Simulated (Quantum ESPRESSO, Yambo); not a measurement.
La$_{2}$O$_{3}$ (space group P-3m1, No. 164): one geometry, one set of PBEsol (pw.x of Quantum ESPRESSO, ONCV potentials, with spin-orbit coupling) orbitals, self-energies from Yambo (3×3×2 Γ-centred k mesh, 312 bands and a 8 Ry block in the screening, 312 bands in G with the Bruneval-Gonze terminator, plasmon pole fitted at 27.2 eV).

```json
[
 {"level": "PBEsol (Quantum ESPRESSO)", "gap (0, 0.333, -0.5) → K (eV)": "3.85", "direct gap at K (eV)": "3.86"},
 {"level": "exchange only (Hartree-Fock self-energy on PBEsol orbitals)", "gap (0, 0.333, -0.5) → K (eV)": "(withheld)", "direct gap at K (eV)": "(withheld)"},
 {"level": "static COHSEX@PBEsol", "gap (0, 0.333, -0.5) → K (eV)": "(withheld)", "direct gap at K (eV)": "(withheld)"},
 {"level": "G0W0@PBEsol, plasmon pole", "gap (0, 0.333, -0.5) → K (eV)": "5.25", "direct gap at K (eV)": "5.29"}
]
```

Question: Fill in the missing entries.

Answer: 
- exchange only (Hartree-Fock self-energy on PBEsol orbitals), gap (0, 0.333, -0.5) → K (eV): 13.96
- exchange only (Hartree-Fock self-energy on PBEsol orbitals), direct gap at K (eV): 13.92
- static COHSEX@PBEsol, gap (0, 0.333, -0.5) → K (eV): 6.04
- static COHSEX@PBEsol, direct gap at K (eV): 6.03

Bare exchange has no screening and gives the widest gap; static COHSEX screens it but leaves out the frequency dependence, which G0W0 restores. The mesh misses a band edge: along a dense path the PBEsol gap is 3.76 eV against 3.85 eV on the mesh.

Convergence of the G0W0 settings was not tested. The k mesh is coarse.

Geometry of the Materials Project entry, not relaxed at this level; primitive cell a = 3.9308 Å, b = 3.9308 Å, c = 6.1120 Å, α = 90.00°, β = 90.00°, γ = 120.00°.
